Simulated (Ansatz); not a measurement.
How MnF$_{2}$ converges under different mixers and occupations

System: MnF$_{2}$, an experimental structure (space group P4_2/mnm); the cell holds 6 atoms. Source: COD entry 1530081; the sample's temperature and pressure aren't taken into account, and it need not be the stable phase.

```
CELL_PARAMETERS angstrom
4.85090 0.00000 0.00000
0.00000 4.85090 0.00000
0.00000 0.00000 3.30430
ATOMIC_POSITIONS crystal
F 0.30460 0.30460 0.00000
F 0.19540 0.80460 0.50000
F 0.69540 0.69540 0.00000
F 0.80460 0.19540 0.50000
Mn 0.00000 0.00000 0.00000
Mn 0.50000 0.50000 0.50000
```

Numbers behind element symbols give the atom's place in this list.

These are results of DFT, PBE, PAW, plane waves, scalar-relativistic (Ansatz development build ahead of 0.2.0), not measurements.

```json
{
  "Plane-wave cutoff": "420 eV",
  "k-point mesh": "5×5×7 (Γ-centred)",
  "Occupations": "Fermi–Dirac smearing, 0.05 eV",
  "Spin": "collinear, starting moments Mn5 4.50, Mn6 -4.50 μB"
}
```

Moments by site are taken inside atomic spheres; the rest lies between them.

The starting density is a sum of atomic densities. β is the mixing step of the charge; the magnetisation has a step of its own, which the program sets unless it is named.

A semilocal functional without U tends to delocalise d and f electrons, and can give a metal where the real compound is an insulator. Gaps of semilocal functionals run low against measured ones. Only one magnetic start was run, with no search, so the state need not be the lowest.

The run was started with:
```sh
ansatz run input.yaml --threads 2 --pin off --max-ram 5120MiB --backend cpu --events-out ev --progress --plain --runs-dir out
```

Machine: 2 threads of Arm Neoverse V1, on a shared host.

Each row changes the named settings. The search for lower states is off throughout, and rows that name a mixer don't switch to direct minimisation unless they say so. “A, then B” is a new run with the settings A changed by B. Counts include iterations that the program adds to test a close or to solve more bands, and some failed runs stop two short of their limit.

```csv
settings,iteration limit,outcome,wall time (s),result against the default run
default SCF settings,default,converged in 12 iterations,9.2,reference
"linear mixing, β 0.5, no preconditioner",60,not converged after 60 iterations,98,cycles
"linear mixing, β 0.5, no preconditioner, then Kerker preconditioner added",60,converged in 39 iterations,18,the same free energy
"linear mixing, β 0.5, no preconditioner, then mixing history raised to 8",60,converged in 16 iterations,16,the same free energy
"linear mixing, β 0.5, no preconditioner, then β lowered to 0.125",60,not converged after 60 iterations,23,slow
"linear mixing, β 0.5, no preconditioner, then a switch to direct minimisation allowed after 20 iterations, with a limit of 60",60,converged in 59 iterations,150,the same free energy
1 band beyond the filled ones,60,converged in 13 iterations,8.5,the same free energy
2 bands beyond the filled ones,60,converged in 13 iterations,9.1,the same free energy
"linear mixing, β 0.3, no preconditioner",60,not converged after 60 iterations,81,stalls
"linear mixing, β 0.3, no preconditioner, then Kerker preconditioner added",60,not converged after 60 iterations,24,slow
"linear mixing, β 0.3, no preconditioner, then mixing history raised to 8",60,converged in 15 iterations,16,the same free energy
"linear mixing, β 0.3, no preconditioner, then β lowered to 0.075",60,not converged after 60 iterations,24,slow
"linear mixing, β 0.3, no preconditioner, then a switch to direct minimisation allowed after 20 iterations, with a limit of 60",60,converged in 32 iterations,160,"a free energy 20.8 meV/atom higher (another state), forces change by up to 0.066 eV/Å, pressure 4.8 GPa against 3.7, moments Mn5 4.17, Mn6 4.17 μB against Mn5 4.13, Mn6 -4.13"
direct minimisation with cold smearing,default,converged in 12 iterations,30,"free energy unchanged, zero-width estimate unchanged"
key ecut in place of ecutwfc,default,input refused,0.02,"YAML parse error: error: line 20 column 3: unknown field `ecut`, expected one of ecutwfc, ecutrho_ratio, smooth_cutoff_half_width, xc_grid, low_memory, fft_grid_basis, precision, gaussian, [...]"
"MSR1 mixing, preconditioner LDOS",60,converged in 12 iterations,11,the same free energy
"Broyden, β 0.3, history 8, no preconditioner",60,converged in 15 iterations,15,the same free energy
```

With the default settings (MSR1 mixing, preconditioner Resta) the run converges, antiferromagnetic, site moments Mn5 4.13, Mn6 -4.13 μB, total 0.00 μB per cell, a gap of 2.18 eV on the k-mesh. At the default threshold and band count the same state takes 12 iterations at best (“default SCF settings”) and 59 at worst (“linear mixing, β 0.5, no preconditioner, then a switch to direct minimisation allowed after 20 iterations, with a limit of 60”). 6 of 17 runs gave no result.
